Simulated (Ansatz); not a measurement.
The elements of this relaxed trial crystal are hidden behind letters.

```
lattice vectors (Å)
   6.7033    0.0000    0.0000
   0.0000    6.7033    0.0000
   0.0000    0.0000    5.6708
fractional positions
X 0.0000 0.0000 0.0000
Z 0.5000 0.0000 0.5000
Z 0.0000 0.5000 0.5000
Q 0.0000 0.0000 0.5000
Q 0.5000 0.5000 0.5000
Q 0.2429 0.2429 0.0000
Q 0.7571 0.7571 0.0000
Q 0.2429 0.7571 0.0000
Q 0.7571 0.2429 0.0000
```

Theory: DFT PBE, scalar-relativistic, plane waves, PAW in Ansatz 0.2.0. Plane waves to 420 eV, a 6×6×6 mesh through Γ for the 9-atom cell and 0.02 eV Gaussian smearing; no spin polarisation.

- Space group: P4/mmm (No. 123)
- Conventional cell: a = 6.703 Å, c = 5.671 Å
- Volume per atom: 28.31 Å³
- Density: 4.71 g/cm³
- Energy over the elements: −0.156 eV/atom
- Gap on the 6×6×6 mesh of the 9-atom cell: 0.33 eV

Energies are uncorrected and count from the elements' standard states at the same level.

Question: X is a p-block element of period 3, Z is a d-block element of period 5 and Q is a p-block element of period 4. Which elements are they?

Answer: X = Si, Z = Ag, Q = Br, so the formula is SiAg2Br6. Density times volume gives a mean mass of 4.71 × 28.31/1.6605 = 80.3 u per atom, and this set has 80.4 u. Around Si lie 4 Br at 2.30 Å and 2 Br at 2.84 Å; around Ag lie 4 Br at 3.35 Å and 8 Br at 3.70 Å; Br on a site of symmetry 4/mmm has 2 Si at 2.84 Å, 4 Ag at 3.35 Å and 8 Br at 3.65 Å; 2 more sites not described. Other sets within the hints have nearly the same mass, so mass alone doesn't settle it; this one was computed.

Kohn–Sham gaps at this level usually fall short of measured ones. A structure relaxed within its symmetry needn't be a true minimum.
